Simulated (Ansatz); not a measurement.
Crystals of one structure type (zinc blende), relaxed and computed with DFT-PBE in the program Ansatz with PAW potentials.

```tsv
crystal	a (Å)	gap (eV)	ΔH_f (eV/atom)
BAs	4.809	1.20	-0.03
AlAs	5.728	1.50	-0.49
InP	5.959	0.44	-0.24
GaAs	5.745	0.16	-0.35
InAs	[?]	[?]	[?]
InSb	6.635	none	-0.13
```

What belongs in the gaps?


- InAs, a (Å): 6.186
- InAs, gap (eV): none
- InAs, ΔH_f (eV/atom): -0.24

All cells were relaxed under the symmetry of their starts (and spin orders); stability against distortions was not tested throughout. Scalar-relativistic: spin–orbit coupling is off unless named, which matters more the heavier the elements.

Potentials: the later of the program's two PAW sets.

Formation energies count from the lowest solids of the elements computed at the same level, not from gases.
